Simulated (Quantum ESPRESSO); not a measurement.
# Where does Ga sit best among Ge sites?

Calculated results; nothing here was measured. They come from pw.x of Quantum ESPRESSO 7.5, a plane-wave density functional program, with PseudoDojo standard norm-conserving files (v0.5 for PBE, v0.4.1 for LDA and PBEsol). The cells are made up: elements, strain and atom displacements were drawn at random, and nothing was relaxed. There is no spin polarisation, spin-orbit coupling or dispersion term.

The cell has 8 sites of a zincblende or diamond lattice. Sites 1 to 4 hold X X X X; sites 5 to 8 hold Si Ge Ge Si. Cell vectors in Å: (5.561, 0.000, 0.000); (0.000, 5.561, 0.000); (0.000, 0.000, 5.561). Settings: PBE, cutoff 1088 eV, 6 x 6 x 6 k mesh shifted by half a step, Fermi-Dirac smearing of 0.1 eV.

In each run one of the sites marked X holds Ga and the others hold Ge; cell and positions stay the same. E is the free energy of the cell.

| site of the guest | first shell | mean distance (Å) | E above the lowest (eV) | P (GPa) | force on the guest (eV/Å) |
| --- | --- | --- | --- | --- | --- |
| 1 | Ge2Si2 | 2.402 | 0.000 | 5.32 | 0.634 |
| 2 | Ge2Si2 | 2.418 | 0.017 | 5.34 | 0.652 |
| 3 | Ge2Si2 | 2.406 | 0.014 | 5.31 | 0.777 |
| 4 | Ge2Si2 | 2.407 | 0.016 | 5.32 | 0.247 |

A rerun of one of these cells at 1377 eV and k mesh 8 x 8 x 8 moved values by no more than 0.009 eV in the cell's energy, 0.05 GPa in stress and 0.016 eV/Å in force.

## Reading the table

Sites 1 and 3 are too close to be ranked against the rerun's bound. A straight line of energy against the mean distance has a slope of 0.8 ± 0.6 eV/Å, so these few sites cannot settle whether the distance sets the order. The positions are random and not relaxed, so the differences hold for this frozen cell and are not site preferences of a real crystal.